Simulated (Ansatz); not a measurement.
The relaxed structure here is a generated cell of Al2Cu: the first start was made by placing the elements on the sites of a structure type, and the end was not matched to a known phase here, so it may be hypothetical. Known forms of Al2Cu include space group No. 140.

The end point of a relaxation of Al2Cu. Space group P6₂22 (No. 180). Level of theory: PBEsol (plane waves to 420 eV, PAW, scalar-relativistic; Ansatz, a quantum-chemistry and plane-wave program).

```cif
data_Al6Cu3
_chemical_formula_sum 'Cu3 Al6'
_space_group_name_H-M_alt 'P 1'
_space_group_IT_number 1
_cell_length_a 6.36332
_cell_length_b 6.36332
_cell_length_c 6.53592
_cell_angle_alpha 90.000
_cell_angle_beta 90.000
_cell_angle_gamma 120.000
loop_
_space_group_symop_operation_xyz
  'x, y, z'
loop_
_atom_site_label
_atom_site_type_symbol
_atom_site_fract_x
_atom_site_fract_y
_atom_site_fract_z
_atom_site_occupancy
Cu1 Cu 0.50000 0.00000 0.50000 1
Cu2 Cu 0.50000 0.50000 0.83333 1
Cu3 Cu 0.00000 0.50000 0.16667 1
Al1 Al 0.12281 0.24563 0.00000 1
Al2 Al 0.87719 0.12281 0.33333 1
Al3 Al 0.75437 0.87719 0.66667 1
Al4 Al 0.87719 0.75437 0.00000 1
Al5 Al 0.12281 0.87719 0.33333 1
Al6 Al 0.24563 0.12281 0.66667 1
```

```json
{
  "volume_per_atom": "25.47 Å³",
  "band_gap": "zero (metallic)",
  "shortest_distances": "Al–Cu 2.38 Å; Al–Al 2.56 Å",
  "k-mesh": "9×9×7"
}
```

Band energies at high-symmetry points (eV from the Fermi level; labels of this space group; no spin-orbit coupling), from −5 eV up to 3.0 eV:

```csv
point,energies
Γ,-4.61 -4.61 -3.83 -3.51 -3.41 -3.41 -3.36 -3.36 -3.21 -3.05 -2.98 -2.98 -2.83 -2.83 -2.78 -2.78 -2.67 -2.63 -1.74 -1.70 -1.70 -0.34 0.60 0.60 0.74 0.74 1.63 2.04
M,-3.73 -3.61 -3.52 -3.35 -3.27 -3.18 -3.11 -3.08 -2.98 -2.89 -2.86 -2.78 -2.69 -2.69 -2.68 -2.50 -2.01 -1.48 -0.41 -0.36 0.06 0.59 0.61 1.55 1.94 2.54
K,-4.19 -3.69 -3.39 -3.39 -3.20 -3.20 -3.19 -3.01 -3.01 -2.98 -2.84 -2.77 -2.77 -2.65 -2.65 -2.12 -1.28 -0.96 -0.96 -0.73 -0.53 -0.53 2.20 2.20
A,-4.70 -4.37 -4.09 -4.09 -3.56 -3.47 -3.39 -3.39 -3.17 -3.17 -2.92 -2.87 -2.87 -2.77 -2.75 -2.75 -2.71 -2.71 -2.68 -2.68 -1.90 -0.94 -0.77 -0.02 0.72 0.72 1.02 1.02 1.40
L,-4.17 -3.74 -3.73 -3.56 -3.34 -3.21 -3.20 -3.12 -3.03 -2.99 -2.90 -2.84 -2.77 -2.75 -2.73 -2.61 -2.40 -1.55 -1.47 -1.06 -0.10 0.71 0.94 1.18 1.83 2.27 2.37 2.71
H,-3.78 -3.47 -3.47 -3.24 -3.24 -3.22 -3.12 -3.00 -3.00 -2.80 -2.80 -2.76 -2.61 -2.61 -2.57 -2.30 -2.07 -0.95 -0.95 0.37 0.61 0.66 0.66 0.85
```

No spin polarisation in the result.

The run could not lose the symmetry of its start, so the end can be a saddle point.
